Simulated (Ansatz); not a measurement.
Rb2SnHgTe4:
```yaml
crystal:
  lattice:
    - [-4.46617, 4.46617, 3.75007]
    - [4.46617, -4.46617, 3.75007]
    - [4.46617, 4.46617, -3.75007]
  atoms:
    - { symbol: Rb, position: [0.50000, 0.00000, 0.50000] }
    - { symbol: Rb, position: [0.00000, 0.50000, 0.50000] }
    - { symbol: Sn, position: [0.50000, 0.50000, 0.00000] }
    - { symbol: Hg, position: [0.00000, 0.00000, 0.00000] }
    - { symbol: Te, position: [0.90685, 0.90685, 0.33867] }
    - { symbol: Te, position: [0.09315, 0.43182, 0.00000] }
    - { symbol: Te, position: [0.56818, 0.56818, 0.66133] }
    - { symbol: Te, position: [0.43182, 0.09315, 0.00000] }
```

Relaxed with r²SCAN. Special points in fractions of this cell's reciprocal vectors: Γ (0.000, 0.000, 0.000); X (0.000, 0.000, 0.500); M (-0.500, 0.500, 0.500); Z (0.426, 0.426, -0.426); Z0 (-0.426, 0.574, 0.426); P (0.250, 0.250, 0.250); N (0.000, 0.500, 0.000).

Question: List the band energies nearest the valence-band maximum at these points for plane-wave PAW r²SCAN (Ansatz code).

Answer: In eV from the valence-band maximum; about four levels below and three above (degenerate sets whole), none deeper than 8.9 eV; points with the same levels are listed once.

```json
[
 {"k": "Γ", "below": "-0.52 -0.30 -0.01 -0.01", "above": "1.96 2.72 4.10"},
 {"k": "X", "below": "-0.84 -0.79 -0.45 -0.07", "above": "1.84 2.63 3.12"},
 {"k": "M", "below": "-1.23 -1.23 -0.34 -0.34 -0.32", "above": "0.90 3.15 3.52 3.52"},
 {"k": "Z", "below": "-1.15 -1.15 -0.33 -0.29 -0.29", "above": "1.09 2.56 3.50 3.50"},
 {"k": "P", "below": "-0.90 -0.90 -0.74 -0.41 -0.41", "above": "1.81 2.21 3.38 3.38"},
 {"k": "N", "below": "-0.85 -0.78 -0.47 -0.34", "above": "1.79 2.00 3.73"}
]
```

Space group I-42m. The workflow started from a Materials Project entry (that database holds measured and hypothetical structures alike); the Crystallography Open Database files this formula in space group No. 121, but the cells were not matched. Its standing as an ambient phase is unchecked. The cell was relaxed with r²SCAN under the symmetry of its start; its stability against distortions is not shown here. Scalar-relativistic: spin–orbit coupling is off unless named, which matters more the heavier the elements.

Potentials: the later of the program's two PAW sets.
